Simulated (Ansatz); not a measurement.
Relaxation of a relaxed Li cell displaced along its unstable phonon at q = (½, ½, 0) of its primitive reciprocal cell (131i cm⁻¹), largest move 0.15 Å; 2 atoms in the cell, which starts as Pmmn, origin choice 1 (No. 59), oP2; a = 2.973 Å, b = 5.151 Å, c = 2.743 Å, α = β = γ = 90.00°. Method: r2SCAN (plane waves to 500 eV, PAW, scalar-relativistic; Ansatz, a program for electronic structure). Γ-centred k-mesh 13×13×12 on the run's cell (coarser than for final values), Fermi–Dirac smearing 0.05 eV. This is the first round of the run. 

The optimiser's lines from the output (shortened; P is positive under compression):

```
relax step   1: F+E_penalty+E_count = -410.15018550 eV  Δ(F+E_penalty+E_count) = +0.000e0 eV  max|allowed force component| = 5.954e-2 eV/Å  Δτ_max = 0.0000 Å  P = -0.016 GPa  Ω = 42.007 Å³  (5 SCF iters, dr2 threshold 1.00e-7 eV, accepted)
relax step   2: F+E_penalty+E_count = -410.18551707 eV  Δ(F+E_penalty+E_count) = -3.533e-2 eV  max|allowed force component| = 9.810e-2 eV/Å  Δτ_max = 0.1958 Å  P = +0.063 GPa  Ω = 41.706 Å³  (5 SCF iters, dr2 threshold 2.00e-7 eV, accepted)
relax step   3: F+E_penalty+E_count = -410.22885301 eV  Δ(F+E_penalty+E_count) = -4.334e-2 eV  max|allowed force component| = 6.453e-2 eV/Å  Δτ_max = 0.1954 Å  P = +0.116 GPa  Ω = 41.536 Å³  (6 SCF iters, dr2 threshold 2.00e-7 eV, accepted)
relax step   4: F+E_penalty+E_count = -410.25478127 eV  Δ(F+E_penalty+E_count) = -2.593e-2 eV  max|allowed force component| = 4.008e-2 eV/Å  Δτ_max = 0.1984 Å  P = +0.133 GPa  Ω = 41.534 Å³  (7 SCF iters, dr2 threshold 2.00e-7 eV, accepted)
relax step   5: F+E_penalty+E_count = -410.26805678 eV  Δ(F+E_penalty+E_count) = -1.328e-2 eV  max|allowed force component| = 1.175e-3 eV/Å  Δτ_max = 0.0547 Å  P = +0.056 GPa  Ω = 41.764 Å³  (5 SCF iters, dr2 threshold 2.00e-7 eV, accepted)
relax step   6: F+E_penalty+E_count = -410.27414390 eV  Δ(F+E_penalty+E_count) = -6.087e-3 eV  max|allowed force component| = 3.905e-3 eV/Å  Δτ_max = 0.0033 Å  P = +0.072 GPa  Ω = 41.647 Å³  (5 SCF iters, dr2 threshold 2.00e-7 eV, accepted)
relax step   7: F+E_penalty+E_count = -410.27439989 eV  Δ(F+E_penalty+E_count) = -2.560e-4 eV  max|allowed force component| = 4.235e-3 eV/Å  Δτ_max = 0.0045 Å  P = +0.002 GPa  Ω = 41.868 Å³  (3 SCF iters, dr2 threshold 9.34e-8 eV, accepted)
relax step   8: F+E_penalty+E_count = -410.27467121 eV  Δ(F+E_penalty+E_count) = -2.713e-4 eV  max|allowed force component| = 4.871e-3 eV/Å  Δτ_max = 0.0049 Å  P = -0.070 GPa  Ω = 42.091 Å³  (5 SCF iters, dr2 threshold 1.39e-8 eV, accepted)
relax step   9: F+E_penalty+E_count = -410.27454599 eV  Δ(F+E_penalty+E_count) = +1.252e-4 eV  max|allowed force component| = 1.567e-3 eV/Å  Δτ_max = 0.0034 Å  P = -0.044 GPa  Ω = 42.021 Å³  (4 SCF iters, dr2 threshold 2.74e-8 eV, rejected (line search))
relax step  10: F+E_penalty+E_count = -410.27480110 eV  Δ(F+E_penalty+E_count) = -1.299e-4 eV  max|allowed force component| = 2.747e-4 eV/Å  Δτ_max = 0.0025 Å  P = +0.001 GPa  Ω = 41.861 Å³  (7 SCF iters, accepted)
relax step  11: F+E_penalty+E_count = -410.27481340 eV  Δ(F+E_penalty+E_count) = -1.229e-5 eV  max|allowed force component| = 2.329e-5 eV/Å  Δτ_max = 0.0001 Å  P = +0.000 GPa  Ω = 41.866 Å³  (4 SCF iters, dr2 threshold 1.59e-9 eV, accepted)
relax step  12: F+E_penalty+E_count = -410.27481824 eV  Δ(F+E_penalty+E_count) = -4.846e-6 eV  max|allowed force component| = 2.824e-5 eV/Å  Δτ_max = 0.0000 Å  P = -0.001 GPa  Ω = 41.870 Å³  (5 SCF iters, accepted)
relax step  13: F+E_penalty+E_count = -410.27483758 eV  Δ(F+E_penalty+E_count) = -1.933e-5 eV  max|allowed force component| = 2.824e-5 eV/Å  Δτ_max = 0.0000 Å  P = +0.001 GPa  Ω = 41.870 Å³  stress off target by 3.56e-3 GPa  SCF on the basis re-selected at this cell (its energy is not comparable with the rows above)  (5 SCF iters)
```

From the first to the last row the energy changes by -0.06 eV/atom and the volume by -0.3 %. The last row is marked as not comparable with the walk above it, whose basis was carried along; it does compare with step 1, since both stand on a basis selected at the nominal cutoff for their own cell.

Step 9 was rejected by the optimiser.

Later rounds, restarted from the end of this one on a renewed k-mesh, logged 4 more steps and released under 0.01 eV/atom more. The final structure after all rounds: I4/mmm (No. 139), tI2; a = 3.1199 Å, b = 3.1199 Å, c = 4.3093 Å, α = 90.00°, β = 90.00°, γ = 90.00°. Between re-selections the logged energies stand on a plane-wave basis carried along with the cell. No spin polarisation in the result.

The run could not lose the symmetry of its start, so the end can be a saddle point.

The relaxed structure here is a generated cell of Li: the first start was made by placing the elements on the sites of a structure type, and the end was not matched to a known phase here, so it may be hypothetical. Known forms of Li include space group No. 229.
